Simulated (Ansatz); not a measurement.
MgTe:
```
MgTe
1.0
    4.60868     0.00000     0.00000
   -2.30434     3.99123     0.00000
    0.00000     0.00000     7.49841
Mg Te
2 2
Direct
  0.33333   0.66667   0.99676
  0.66667   0.33333   0.49676
  0.33333   0.66667   0.37324
  0.66667   0.33333   0.87324
```

Relaxed with PBE. Special points in fractions of this cell's reciprocal vectors: Γ (0.000, 0.000, 0.000); M (0.500, 0.000, 0.000); K (0.333, 0.333, 0.000); A (0.000, 0.000, 0.500); L (0.500, 0.000, 0.500); H (0.333, 0.333, 0.500).

Task: List the band energies nearest the valence-band maximum at these points for PBE (plane waves, PAW; program Ansatz).

Result: In eV from the valence-band maximum; about four levels below and three above (degenerate sets whole), none deeper than 8.9 eV; points with the same levels are listed once.

| k | below | above |
|---|---|---|
| Γ | -0.48 -0.48 -0.01 -0.01 0.00 | 2.37 2.94 5.27 5.27 |
| M | -1.89 -1.18 -0.96 -0.43 | 3.18 3.84 4.26 |
| K | -2.26 -1.35 -1.35 -1.31 | 3.59 5.58 5.58 |
| A | -0.25 -0.25 -0.25 -0.25 | 3.39 3.39 5.53 5.53 5.53 5.53 |
| L | -0.86 -0.86 -0.85 -0.85 | 3.22 3.22 4.27 4.27 |
| H | -1.86 -1.86 -0.60 -0.60 | 3.87 3.87 5.15 5.15 |

Space group P6_3mc (wurtzite). The cell was relaxed with PBE under the symmetry of its start. Scalar-relativistic: spin–orbit coupling is off unless named, which matters more the heavier the elements.

Potentials: the later of the program's two PAW sets.
